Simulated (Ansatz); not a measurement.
A relaxed cell of Nb (Im-3m (No. 229)), relaxed on a k-mesh at least as fine as the one used below. The numbers are results of PBE (plane waves to 420 eV, PAW, scalar-relativistic; Ansatz, an electronic-structure program), not measurements. Γ-centred k-mesh 14×7×14 on the run's cell (coarser than for final values), Fermi–Dirac smearing 0.05 eV.

```yaml
crystal:
  lattice:
    - [-1.65478, 1.65478, 1.65478]
    - [3.30957, -3.30957, 3.30957]
    - [1.65478, 1.65478, -1.65478]
  atoms:
    - { symbol: Nb, position: [0.00000, 0.00000, 0.00000] }
    - { symbol: Nb, position: [0.00000, 0.50000, 0.00000] }
```

The atoms are displaced by (Å):

```json
[
 {"atom": "Nb1", "ux": "0.080", "uy": "0.076", "uz": "-0.054"},
 {"atom": "Nb2", "ux": "0.162", "uy": "0.088", "uz": "0.060"}
]
```

### Question
What forces (eV/Å) and pressure result?

### Answer
```csv
atom,Fx,Fy,Fz
Nb1,0.52,0.06,0.61
Nb2,-0.52,-0.06,-0.61
```

Pressure +1.6 GPa.

### Question
Estimate the energy cost of the displacement in the harmonic approximation and compare with the calculation.

### Answer
For a harmonic well ΔE = −½ Σ F·u = 0.057 eV a cell, or 28 meV/atom. The calculated energy relative to the undisplaced cell is +0.03 eV/atom, so the harmonic estimate holds well.

No spin polarisation in the result.

The run that gave the undisplaced cell could not lose the symmetry of its start; a randomly shaken copy of 2 atoms returns to this structure.
